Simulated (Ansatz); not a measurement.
ZnSe2: how the free axis answers a strain

ZnSe2, Pa-3, a = 6.239 Å. The structure is a Materials Project entry; whether it is the stable form wasn't checked. Ansatz: PBEsol, PAW, 420 eV, Γ-centred 6×6×6 mesh on 12 atoms, Gaussian smearing 0.02 eV; no spin polarisation. Series: uniaxial strain along a, with b, c and atoms relaxed; x is the strain in per cent. y is the change of c in per cent of 6.239 Å.

| x (%) | y (%) |
| --- | --- |
| -3.0 | 1.19 |
| -1.5 | 0.56 |
| 0.0 | 0.00 |
| 1.5 | -0.52 |
| 3.0 | ? |

Problem. Fit y = c1 x + c2 x² to the other rows, say what c1 measures, and predict the missing y.

Solution. Least squares on the rows shown. y = −0.3618 x + 0.01131 x². So −c1 = 0.362 is Poisson's ratio for this pair of axes. At x = 3.0 the fit asked for gives -0.98 %. The run gave -0.98 %, the same to the digits shown. The form still works here, 33 % of the fitted range beyond its end.

Cost: 5 runs of about 27 core-minutes in all, on Arm Neoverse V2 (shared hosts).